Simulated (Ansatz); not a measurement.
Input:

SnGe3:
```
SnGe3
1.0
   -2.19702     2.19702     4.25144
    2.19702    -2.19702     4.25144
    2.19702     2.19702    -4.25144
Sn Ge
1 3
Direct
  0.00000   0.00000   0.00000
  0.75000   0.25000   0.50000
  0.25000   0.75000   0.50000
  0.50000   0.50000   0.00000
```

This is the PBEsol-relaxed structure.

All from DFT-PBEsol in the program Ansatz with PAW potentials, unless another level is named. Predict the highest zone-centre frequency.

3.51 THz.

And the bulk modulus (Birch–Murnaghan fit)?

68.0 GPa.

Space group I4/mmm. The first step of the workflow began from a Materials Project structure, measured or hypothetical; the Crystallography Open Database copy checked does not list it. Whether it is the stable phase at ambient conditions was not checked. The PBEsol relaxation kept the symmetry of its start; phonons show weakly imaginary modes. Its formation energy is positive at this level, so the cell may be metastable or incomplete. As this level gives no gap, phonon frequencies hold no LO–TO term and depend on the k-mesh and smearing (Fermi–Dirac, 0.1 eV here). Scalar-relativistic: spin–orbit coupling is off unless named, which matters more the heavier the elements.

Potentials: the later of the program's two PAW sets.
